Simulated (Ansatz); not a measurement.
Sn$_{2}$Pt (cubic Laves (MgCu2 type), Fd-3m) at seven volumes, r²SCAN in the plane-wave PAW code Ansatz, scaled uniformly. One row is withheld.

```tsv
V (Å³/atom)	P (GPa)
21.548	?
22.258	5.17
22.969	2.35
23.679	0.00
24.389	-1.96
25.100	-3.59
25.810	-4.96
```

Q: Fit the shown pressures and predict the withheld one.

A: P = (3/2)B₀(x^(7/2) − x^(5/2))[1 + (3/4)(B′ − 4)(x − 1)] with x = (V₀/V)^(2/3). Least squares on the six rows gives V₀ = 23.679 Å³/atom, B₀ = 71.4 GPa, B′ = 5.03. At V = 21.548, x = 1.0649 and P = 8.54 GPa. The run itself gave 8.56 GPa.

A made-up cell: these elements were put on the sites of a structure type; neither database checked (COD, Materials Project) lists it. COD files the formula under space group No. 225, so this cell is another polymorph or a model. Whether it is the stable phase at ambient conditions was not checked. Symmetry was held in the r²SCAN relaxation; whether a distortion lowers the energy is not shown. No spin polarisation was allowed. Scalar-relativistic: spin–orbit coupling is off unless named, which matters more the heavier the elements.

Potentials: the earlier of the program's two PAW sets.
